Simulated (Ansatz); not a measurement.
Sn, DFT, PBEsol, PAW with Ansatz's default frozen-core files, scalar-relativistic (Ansatz 0.2.0), run on 1 thread of Arm Neoverse V1 on a shared host.

The geometry is COD entry 1540069, unchecked; take it as a test cell. The listed cell was then made from it by scaling, straining or moving an atom.

Command: `ansatz run input.yaml --threads 1 --pin off --max-ram 3072MiB --backend cpu --events-out ev --progress --plain --runs-dir out`

```yaml
crystal:
  lattice:
    - [-1.59075, 1.59075, 2.857337]
    - [1.59075, -1.59075, 2.857337]
    - [1.59075, 1.59075, -2.857337]
  atoms:
    - { symbol: Sn, position: [0.0, 0.0, 0.0] }
kpoints:
  mp_grid: { grid: [15, 15, 18] }
scf:
  occupations: { method: fermi_dirac, width: 0.08 }
hamiltonian:
  xc: pbesol
  pseudopotentials: { kind: paw }
output:
  forces: true
  stress: true
  eigenvalues: true
  efg: { contact_densities: true }
  write_density: true
  write_potential: true
  elf: true
  volumetric_format: npy
```

Problem. How large is the problem that the program sets up?

Solution. 1088 irreducible k-points, 581 plane waves at Γ, 11 bands.

Problem. About how long does it take, and how much memory does it use?

Solution. 27 s of wall time for 6 SCF iterations, with a peak of 0.58 GiB. Times on shared machines scatter by tens of per cent.

Problem. And the same cell and mesh by all-electron PAW (datasets made for this crystal), asked for forces, stress, eigenvalues, efg, on the same hardware?

Solution. 86 s, peak memory 0.91 GiB.
